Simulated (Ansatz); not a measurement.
Relaxed-ion elastic tensor of TiPt3 (Cu3Au type, Pm-3m) in GPa (Voigt order), the program Ansatz at the PBE level (PAW); density 17.08 g/cm³, 15.38 Å³ per atom.

```
344  181  181  0.0  0.0  0.0
181  344  181  0.0  0.0  0.0
181  181  344  0.0  0.0  0.0
0.0  0.0  0.0  135  0.0  0.0
0.0  0.0  0.0  0.0  135  0.0
0.0  0.0  0.0  0.0  0.0  135
```

Problem. Is the crystal mechanically stable?

Solution. Yes: the smallest eigenvalue of C is 135 GPa.

Problem. Work out the Voigt, Reuss and Hill averages.

Solution. K_V = 235, K_R = 235, K_H = 235; G_V = 113, G_R = 107, G_H = 110 GPa.

Problem. Give Young's modulus, Poisson's ratio, Pugh's ratio and the universal anisotropy index.

Solution. E = 9KG/(3K + G) = 286 GPa; ν = 0.30; K/G = 2.14 (ductile by the Pugh limit of 1.75); A_U = 5G_V/G_R + K_V/K_R − 6 = 0.32.

Problem. Estimate the sound speeds and the Debye temperature.

Solution. v_l = √((K + 4G/3)/ρ) = 4730 m/s, v_t = √(G/ρ) = 2540 m/s, mean 2830 m/s; Θ = (h/k)(3n/4πV)^(1/3) v_m = 339 K.

Problem. Give the Zener ratio and Young's modulus along [100], [110] and [111].

Solution. A = 2C44/(C11 − C12) = 1.66; 1/E = S11 − 2(S11 − S12 − S44/2)Γ with Γ = 0, 1/4, 1/3 gives 218, 298, 340 GPa.

Problem. Solve the Christoffel equation for the three sound speeds along [100], [110], [111].

Solution. Eigenvalues of C_ijkl n_j n_l equal ρv². In km/s, slowest first: [100] 2.81, 2.81, 4.49; [110] 2.18, 2.81, 4.82; [111] 2.41, 2.41, 4.93.

The cell was relaxed with PBE under the symmetry of its start; of distortions, only those at the zone centre were tested. The run is not spin-polarised. As this level gives no gap, shear constants depend on the k-mesh and smearing (Fermi–Dirac, 0.1 eV here). Scalar-relativistic: spin–orbit coupling is off unless named, which matters more the heavier the elements.

Potentials: the later of the program's two PAW sets.
